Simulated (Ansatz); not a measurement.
# Molecular dynamics of Ce2O2S-type Gd2SeO2

Computed with Ansatz (plane waves, PAW, 420 eV cutoff): PBEsol, scalar-relativistic, collinear spin, 2×2×2 k-mesh, Gaussian smearing of 0.05 eV. The datasets are Ansatz's generated set soft_2.

The start was a prototype's sites filled with these elements; the Crystallography Open Database holds the compound in this structure.

A 2×2×1 supercell of the relaxed crystal (20 atoms) starts from its ideal positions with Maxwell–Boltzmann velocities for 600 K; NVT with a Nosé–Hoover thermostat, time step 3.0 fs.

```xyz
20
Lattice="7.703 0.000 0.000 -3.852 6.671 0.000 0.000 0.000 6.813" Properties=species:S:1:pos:R:3 pbc="T T T"
Gd    0.000    2.224    1.971
Gd    1.926    1.112    4.842
O     0.000    2.224    4.263
O     1.926    1.112    2.550
Se    0.000    0.000    6.813
Gd   -1.926    5.559    1.971
Gd    0.000    4.448    4.842
O    -1.926    5.559    4.263
O     0.000    4.448    2.550
Se   -1.926    3.336    6.813
Gd    3.852    2.224    1.971
Gd    5.778    1.112    4.842
O     3.852    2.224    4.263
O     5.778    1.112    2.550
Se    3.852    0.000    6.813
Gd    1.926    5.559    1.971
Gd    3.852    4.448    4.842
O     1.926    5.559    4.263
O     3.852    4.448    2.550
Se    1.926    3.336    6.813
```

Starting moments (μB, in the order of the atoms): 7.46, 7.46, 0.0, 0.0, 0.0, 7.46, 7.46, 0.0, 0.0, 0.0, 7.46, 7.46, 0.0, 0.0, 0.0, 7.46, 7.46, 0.0, 0.0, 0.0.

Question: How do temperature, potential energy and pressure develop over the first steps?

Answer: Kinetic energy flows into the lattice: the temperature goes from 600 K to a minimum of 171 K at 63 fs and stands at 356 K after 90 fs, with the potential energy 42 meV/atom over the start. Starting from the bottom of their wells, the modes swing together and trade kinetic for potential energy, and the thermostat adds or takes energy besides: kinetic plus potential energy has changed by 12 meV/atom at the last step. The run is far too short for thermal averages. The temperature counts 3N − 3 degrees of freedom, and the pressure holds the kinetic part.

```
t (fs)  T (K)  E_pot − E_pot(0) (meV/atom)  P (GPa)  rms shift (Å)  drift of the conserved energy (meV/atom)
   0.0    600                          0.0     0.57          0.000                                      0.00
   6.0    533                          8.3     0.89          0.043                                      0.10
  12.0    383                         27.0     1.38          0.078                                      0.33
  18.0    260                         42.5     1.78          0.100                                      0.48
  24.0    234                         45.8     1.92          0.108                                      0.42
  30.0    283                         40.0     1.82          0.105                                      0.26
  36.0    331                         34.7     1.58          0.101                                      0.17
  42.0    328                         35.7     1.33          0.101                                      0.20
  48.0    281                         42.5     1.14          0.109                                      0.27
  54.0    220                         50.9     1.05          0.119                                      0.33
  60.0    177                         57.0     1.06          0.129                                      0.38
  66.0    177                         57.8     1.11          0.133                                      0.39
  72.0    222                         53.2     1.11          0.133                                      0.34
  78.0    287                         46.5     1.08          0.128                                      0.27
  84.0    336                         42.1     1.06          0.124                                      0.25
  90.0    356                         41.6     1.11          0.120                                      0.30
```

Positions (Å) and forces (eV/Å) at t = 87.0 fs:

```xyz
20
Lattice="7.703 0.000 0.000 -3.852 6.671 0.000 0.000 0.000 6.813" Properties=species:S:1:pos:R:3:forces:R:3 pbc="T T T"
Gd    0.064    2.233    2.016   -0.409    0.126    0.018
Gd    1.973    1.067    4.813    0.158    0.106    0.218
O     0.114    2.200    4.289   -0.538   -0.186   -0.033
O     1.981    1.115    2.586   -0.460   -0.543   -0.488
Se   -0.024    0.106    6.771    0.340   -0.428    0.252
Gd   -1.900    5.435    1.905   -0.086    0.847    0.761
Gd    0.061    4.353    4.897   -0.363    0.674   -0.086
O    -1.840    5.522    4.263   -0.732   -0.094   -0.075
O     0.032    4.477    2.692   -0.126   -0.531   -1.394
Se   -2.099    3.267    6.828    0.842    0.446   -0.160
Gd    3.781    2.235    1.962    0.689    0.129   -0.097
Gd    5.731    1.112    4.931    0.371    0.364   -1.130
O     3.933    2.290    4.149   -0.614    0.141    1.104
O     5.776    1.221    2.539    0.363   -0.119    0.042
Se    3.824   -0.080    6.783   -0.061    0.285    0.303
Gd    1.895    5.713    1.976    0.067   -0.526   -0.081
Gd    3.861    4.505    4.768   -0.023    0.091    0.076
O     1.844    5.691    4.195    0.580   -0.589    0.841
O     3.791    4.572    2.497    0.298   -0.261    0.296
Se    1.989    3.362    6.851   -0.292    0.069   -0.367
```

Cost: 7.6 min on 8 threads of Arm Neoverse V1, on a shared host, peak memory 2.6 GiB.

No spin–orbit coupling, a notable omission for heavy elements.
